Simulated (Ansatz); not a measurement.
TaTe (CsCl type, Pm-3m) under volume change, PBEsol (plane waves, PAW; program Ansatz), scaled uniformly.

```tsv
V (Å³/atom)	E − E(relaxed) (meV/atom)	P (GPa)
17.526	93.5	18.87
18.104	39.1	11.50
18.682	9.2	5.27
19.260	0.0	0.00
19.838	(withheld)	(withheld)
20.415	31.2	-8.19
20.993	(withheld)	(withheld)
```

**Question.** What belongs in the gaps?

**Answer.** 
- 20.993, E − E(relaxed) (meV/atom): 66.6
- 20.993, P (GPa): -11.33
- 19.838, E − E(relaxed) (meV/atom): 8.2
- 19.838, P (GPa): -4.44

**Question.** What does a third-order Birch–Murnaghan fit give for V₀, B₀ and B′?

**Answer.** V₀ = 19.26 Å³/atom, B₀ = 161 GPa, B′ = 4.6.

The start of the workflow was typed in or built on a structure type; neither database checked (COD, Materials Project) lists it. Whether it is the stable phase at ambient conditions was not checked. The PBEsol relaxation kept the symmetry of its start; whether a distortion lowers the energy is not shown. No spin polarisation was allowed. Spin–orbit coupling is left out wherever it is not named.

Potentials: the later of the program's two PAW sets.
